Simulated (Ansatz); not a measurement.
Recipe of this trial structure of B2C3: random cell by space group and Wyckoff sites (P6mm, No. 183). Its size is a rough estimate.

```
B C
1.0
     3.62118    0.00000    0.00000
    -1.81059    3.13603    0.00000
     0.00000    0.00000    4.53117
B C
2 3
Direct
  0.33333 0.66667 0.35099
  0.66667 0.33333 0.35099
  0.33333 0.66667 0.99191
  0.66667 0.33333 0.99191
  0.00000 0.00000 0.62375
```

The calculation used Ansatz 0.2.0, DFT PBE, scalar-relativistic, plane waves, PAW. Cutoff 420 eV, Gaussian smearing, Γ-centred meshes. Cell and atoms relax first on a coarse mesh and then on a finer one. In between, the cell is made exact in the group found at 0.06 Å. In metals the finer mesh still leaves noise of several meV/atom or more. The steps can't lower the symmetry of their start. No spin polarisation in the relaxation; trial moments died out in a coarse test.

A guess keeps its type if space group and coordination stay and the shape of the cell changes little (axis ratios within about 15 %, angles within 6°); the volume may change.

Problem. Will the relaxed cell still be of the starting type?

Solution. It doesn't keep its type. The symmetry stays P6mm (No. 183). The volume per atom shrinks by 18.4 %, from 10.3 to 8.4 Å³. The shortest distance goes from 1.63 Å (B–C) to 1.61 Å (B–B and C–C). The ratio c/a of the conventional cell changes by a factor of 1.78. Counting neighbours within 15 % of an atom's shortest distance, the start has B 1, C 1/12 and the end B 7, C 4/6. In detail, at the end B has 3 B at 1.61 Å and 4 C at 1.73–1.82 Å; C on a site of symmetry 3m has 3 C at 1.61 Å and 1 B at 1.82 Å; around C on a site of symmetry 6mm lie 6 B at 1.73 Å.

```
B C
1.0
     2.79008    0.00000    0.00000
    -1.39504    2.41628    0.00000
     0.00000    0.00000    6.22609
B C
2 3
Direct
  0.33333 0.66667 0.35881
  0.66667 0.33333 0.35881
  0.33333 0.66667 0.06667
  0.66667 0.33333 0.06667
  0.00000 0.00000 0.45859
```

The last run used an 18×18×6 mesh (in the run's order of axes) for its 5-atom cell and Gaussian smearing of 0.10 eV. Weakly bound directions are ill-defined at this level, which has no dispersion term. A structure relaxed within its symmetry needn't be a true minimum. Another cell of B2C3 relaxed alike, in P-3m1, lies 1.11 eV/atom lower, so this cell isn't the stable form at this level.

In counts of neighbours, a slash parts the counts of unlike sites.
